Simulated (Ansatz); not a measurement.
Values for one crystal, relaxed and computed with r²SCAN (plane waves, PAW; program Ansatz); other levels are named.

- Volume per atom: 16.64 Å³
- Electronic character: metallic (no gap)
- Elastic constants (relaxed ions, GPa): C11 = 139, C12 = 57.1, C13 = 43.7, C33 = 174, C44 = -14.2
- Bulk modulus (Birch–Murnaghan fit): 81.6 GPa
- Density of states at the Fermi level: 0.38 states/eV per atom (mean over ±0.08 eV)
- Mechanical stability: unstable (C has a negative eigenvalue)
- Pressure derivative B′: 4.4

### Question
Which compound is it?
(A) Co, dhcp (α-La type)
(B) Al, P6/mmm (Al on 2e, Al on 2d, Al on 3f)
(C) Au, simple cubic
(D) Fe, simple cubic

### Answer
B, Al, P6/mmm (Al on 2e, Al on 2d, Al on 3f)

The start of the workflow was typed in or built on a structure type; neither database checked (COD, Materials Project) lists it. It is not the phase usual at ambient conditions (space group No. 225). The r²SCAN relaxation kept the symmetry of its start. As this level gives no gap, shear constants depend on the k-mesh and smearing (Fermi–Dirac, 0.1 eV here). On the denser mesh and wider smearing of the elastic run this cell carries a stress of 0.6 GPa.

Potentials: the later of the program's two PAW sets.
